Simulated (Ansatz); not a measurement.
B6P:
```cif
data_B36P6
_chemical_formula_sum 'B36 P6'
_space_group_name_H-M_alt 'R-3m :H'
_space_group_IT_number 166
_space_group_name_Hall '-R 3 2"'
_cell_length_a 5.97967
_cell_length_b 5.97967
_cell_length_c 11.82972
_cell_angle_alpha 90.000
_cell_angle_beta 90.000
_cell_angle_gamma 120.000
loop_
_atom_site_label
_atom_site_type_symbol
_atom_site_symmetry_multiplicity
_atom_site_Wyckoff_symbol
_atom_site_fract_x
_atom_site_fract_y
_atom_site_fract_z
_atom_site_occupancy
B1 B 18 h 0.15546 0.31092 0.02844 1
B2 B 18 h 0.20920 0.10460 0.11737 1
P1 P 6 c 0.00000 0.00000 0.40515 1
```
(The calculation used a cell of 14 atoms; values per cell refer to that cell.)

Relaxed with r²SCAN. r²SCAN in the plane-wave PAW code Ansatz gives a gap of 2.67 eV.

Q: What gap does HSE06 give on the same cell (Ansatz, PAW)?

A: 3.22 eV, 0.54 eV more. The hybrid was solved on a coarser mesh and at special points; its gap is the smallest among all of these.

| k | v1 r²SCAN | c1 r²SCAN | v1 HSE06 | c1 HSE06 |
|---|---|---|---|---|
| Γ | -0.07 | 4.68 | ? | ? |
| T | 0.00 | 3.24 | ? | ? |
| L | -0.07 | 2.67 | -0.26 | 3.22 |
| F | -0.41 | 3.56 | ? | ? |
| S0 | -0.39 | 3.56 | ? | ? |
| H0 | -0.75 | 3.84 | -0.79 | 4.39 |

Q: Top valence (v1) and lowest conduction level (c1) in eV from each method's valence maximum (which need not be a listed point): supply the withheld HSE06 values.

A: 
- T, v1 HSE06: 0.00
- T, c1 HSE06: 3.86
- F, v1 HSE06: -0.58
- F, c1 HSE06: 4.05
- Γ, v1 HSE06: -0.26
- Γ, c1 HSE06: 5.22
- S0, v1 HSE06: -0.57
- S0, c1 HSE06: 4.09

Cost on shared cores: the r²SCAN run (SCF on a 6×6×6 mesh, then bands and DOS) about 110 core-seconds (a rough figure), the HSE06 run (SCF on 4×4×4, then a few points) around 7 core-minutes (rough); the tasks are unlike.

The workflow started from a Materials Project entry (that database holds measured and hypothetical structures alike); the Crystallography Open Database copy checked does not list it. Its standing as an ambient phase is unchecked. The cell was relaxed with r²SCAN under the symmetry of its start; its stability against distortions is not shown here.

Potentials: the later of the program's two PAW sets.
